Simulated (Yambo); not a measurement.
Absorption of KMgF₃ (cubic perovskite, space group Pm-3m, No. 221) with and without the electron-hole interaction (Yambo, PBEsol bands; 8×8×8 mesh, 9 valence and 3 conduction bands, static screening with 42 bands and a 3 Ry block, scissor 4.18 eV, Tamm-Dancoff; field along x).

| E (eV) | Im ε, BSE | Im ε, independent quasiparticles |
|---|---|---|
| 9.30 | 0.16 | 0.01 |
| 9.40 | 0.20 | 0.01 |
| 9.50 | 0.25 | 0.01 |
| 9.60 | 0.32 | 0.01 |
| 9.70 | 0.42 | 0.01 |
| 9.80 | 0.60 | 0.01 |
| 9.90 | 0.89 | 0.01 |
| 10.00 | 1.47 | 0.02 |
| 10.10 | 2.70 | 0.02 |
| 10.20 | 5.05 | 0.02 |
| 10.30 | 6.04 | 0.02 |
| 10.40 | 3.66 | 0.02 |
| 10.50 | 1.95 | 0.02 |
| 10.60 | 1.16 | 0.02 |
| 10.70 | 0.79 | 0.02 |
| 10.80 | 0.61 | 0.03 |
| 10.90 | 0.55 | 0.03 |
| 11.00 | 0.58 | 0.03 |
| 11.10 | 0.76 | 0.04 |
| 11.20 | 1.00 | 0.04 |
| 11.30 | 0.92 | 0.05 |
| 11.40 | 0.90 | 0.06 |
| 11.50 | 1.14 | 0.07 |
| 11.60 | 1.32 | 0.09 |
| 11.70 | 1.22 | 0.12 |
| 11.80 | 1.17 | 0.15 |
| 11.90 | 1.10 | 0.21 |
| 12.00 | 1.08 | 0.31 |
| 12.10 | 1.02 | 0.36 |
| 12.20 | 0.94 | 0.42 |
| 12.30 | 0.99 | 0.48 |
| 12.40 | 1.16 | 0.45 |
| 12.50 | 1.41 | 0.47 |
| 12.60 | 1.63 | 0.43 |
| 12.70 | 1.64 | 0.38 |
| 12.80 | 1.43 | 0.43 |
| 12.90 | 1.25 | 0.54 |
| 13.00 | 1.10 | 0.69 |
| 13.10 | 0.85 | 0.80 |
| 13.20 | 0.73 | 0.82 |
| 13.30 | 0.59 | 0.69 |
| 13.40 | 0.54 | 0.54 |
| 13.50 | 0.45 | 0.52 |
| 13.60 | 0.37 | 0.58 |
| 13.70 | 0.33 | 0.71 |
| 13.80 | 0.30 | 0.82 |
| 13.90 | 0.33 | 0.81 |
| 14.00 | 0.38 | 0.84 |
| 14.10 | 0.43 | 0.94 |
| 14.20 | 0.43 | 0.96 |
| 14.30 | 0.35 | 0.95 |
| 14.40 | 0.34 | 0.96 |
| 14.50 | 0.30 | 1.08 |
| 14.60 | 0.26 | 1.40 |
| 14.70 | 0.27 | 1.68 |
| 14.80 | 0.23 | 1.67 |
| 14.90 | 0.22 | 1.68 |
| 15.00 | 0.22 | 1.81 |
| 15.10 | 0.21 | 2.05 |
| 15.20 | 0.22 | 2.24 |
| 15.30 | 0.20 | 2.20 |
| 15.40 | 0.20 | 2.24 |
| 15.50 | 0.22 | 2.40 |
| 15.60 | 0.20 | 2.42 |
| 15.70 | 0.20 | 2.36 |
| 15.80 | 0.18 | 2.24 |
| 15.90 | 0.18 | 2.08 |

The scissor comes from a G0W0 run whose convergence isn't established. Broadening 0.15 eV. The band window holds all transitions up to 16.0 eV. Fine structure above the onset can come from the mesh.

The cell is held in this high symmetry; tilts and polar distortions were not searched.

Geometry of the Materials Project entry, not relaxed at this level; primitive cell a = b = c = 3.978 Å, α = β = γ = 90.00°.
